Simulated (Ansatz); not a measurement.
The start is a relaxed Te cell displaced along its unstable phonon at q = (½, 0, ½) of its primitive reciprocal cell (64i cm⁻¹), largest move 0.15 Å. The structure is fully relaxed (lattice and positions, P = 0) with PBE (plane waves to 420 eV, PAW, scalar-relativistic; Ansatz, a first-principles code). The first steps use a coarse 11×11×11 k-mesh.

Starting cell:
```yaml
crystal:
  lattice:
    - [0.00000, 4.26174, 8.73543]
    - [2.12951, 0.00000, 4.36772]
    - [2.12951, 4.26174, 4.36772]
  atoms:
    - { symbol: Te, position: [0.01717, 0.01717, 0.98283] }
    - { symbol: Te, position: [0.48283, 0.98283, 0.01717] }
```

**Question.** What is the largest force in the starting geometry, and on which atom (counted from 1)?

**Answer.** 0.10 eV/Å, on Te1, Te2 (atoms numbered as listed).

**Question.** How much energy is released per atom?

**Answer.** 0.06 eV/atom.

**Question.** What band gap does the relaxed structure have at this level?

**Answer.** No gap (metallic).

**Question.** Write out the relaxed structure.

**Answer.** 
```cif
data_Te4
_chemical_formula_sum 'Te4'
_space_group_name_H-M_alt 'Cmcm'
_space_group_IT_number 63
_space_group_name_Hall '-C 2c 2'
_cell_length_a 4.05746
_cell_length_b 8.71406
_cell_length_c 4.17979
_cell_angle_alpha 90.000
_cell_angle_beta 90.000
_cell_angle_gamma 90.000
loop_
_atom_site_label
_atom_site_type_symbol
_atom_site_symmetry_multiplicity
_atom_site_Wyckoff_symbol
_atom_site_fract_x
_atom_site_fract_y
_atom_site_fract_z
_atom_site_occupancy
Te1 Te 4 c 0.00000 0.69956 0.25000 1
```
(The calculation used a cell of 2 atoms; values per cell refer to that cell.)

Final values are on a 13×13×11 k-mesh of the relaxed cell. No spin polarisation in the result.

The run could not lose the symmetry of its start: the end is stationary, and may be a saddle point rather than a minimum.

The relaxed structure here is a generated cell of Te: the first start was made by placing the elements on the sites of a structure type, and the end was not matched to a known phase here, so it may be hypothetical. Known forms of Te include space group No. 152.
